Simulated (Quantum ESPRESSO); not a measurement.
Band energies of CsScS$_{2}$O$_{8}$

```
CsScS2O8
1.0
    5.24677     0.00000     0.00000
   -2.62338     4.54384     0.00000
    0.00000     0.00000     8.87164
O S Sc Cs
8 2 1 1
Direct
  0.13768   0.36235   0.14419
  0.63765   0.77533   0.14419
  0.22467   0.86232   0.14419
  0.36235   0.13768   0.85581
  0.77533   0.63765   0.85581
  0.86232   0.22467   0.85581
  0.33333   0.66667   0.36684
  0.66667   0.33333   0.63316
  0.33333   0.66667   0.20246
  0.66667   0.33333   0.79754
  0.00000   0.00000   0.00000
  0.00000   0.00000   0.50000
```

norm-conserving PBEsol (Quantum ESPRESSO, 84 Ry, no spin-orbit coupling); path ΓMKΓALHA,LM,KH; energies in eV from the valence-band maximum.

```
k (1/Å)  point  band 36  band 37  band 38  band 39  band 40  band 41  band 42  band 43
-------  -----  -------  -------  -------  -------  -------  -------  -------  -------
0.00         Γ    -0.28    -0.28    -0.09    -0.07    -0.07     4.22     4.51     4.51
0.46              -0.69    -0.41    -0.26    -0.16    -0.02     4.41     4.65     4.83
0.69         M    -0.83    -0.48    -0.23    -0.21     0.00     4.42     4.80     4.85
0.89              -0.83    -0.58    -0.24    -0.20    -0.08     4.52     4.76     4.84
1.09         K    -0.85    -0.74    -0.20    -0.20    -0.17     4.67     4.67     4.84
1.29              -0.69    -0.64    -0.25    -0.14    -0.14     4.59     4.64     4.86
1.69              -0.33    -0.32    -0.20    -0.07    -0.05     4.28     4.52     4.62
1.89         Γ    -0.28    -0.28    -0.09    -0.07    -0.07     4.22     4.51     4.51
1.89         A    -0.36    -0.32    -0.10     0.00     0.00     4.24     4.51     4.51
2.23              -0.55    -0.35    -0.25    -0.12    -0.01     4.38     4.56     4.76
2.58         L    -0.77    -0.46    -0.27    -0.21    -0.01     4.42     4.80     4.85
2.78              -0.78    -0.54    -0.27    -0.23    -0.09     4.52     4.76     4.85
2.98         H    -0.85    -0.63    -0.27    -0.20    -0.20     4.67     4.67     4.84
3.11              -0.76    -0.61    -0.28    -0.21    -0.15     4.62     4.68     4.85
3.38              -0.52    -0.46    -0.26    -0.12    -0.06     4.46     4.54     4.80
3.64              -0.37    -0.32    -0.14    -0.01    -0.01     4.26     4.52     4.57
3.78         A    -0.36    -0.32    -0.10     0.00     0.00     4.24     4.51     4.51
3.78         L    -0.77    -0.46    -0.27    -0.21    -0.01     4.42     4.80     4.85
4.13         M    -0.83    -0.48    -0.23    -0.21     0.00     4.42     4.80     4.85
4.13         K    -0.85    -0.74    -0.20    -0.20    -0.17     4.67     4.67     4.84
4.49         H    -0.85    -0.63    -0.27    -0.20    -0.20     4.67     4.67     4.84
```

The PBEsol gap is indirect, 4.22 eV, from A to Γ; the smallest direct gap is 4.24 eV. Another valence extremum on the path lies within 0.02 eV, too close to call.

Geometry of the Materials Project entry, not relaxed at this level.

The structure is a Materials Project entry; no match was found in the copy of COD used, and its stability was not checked.
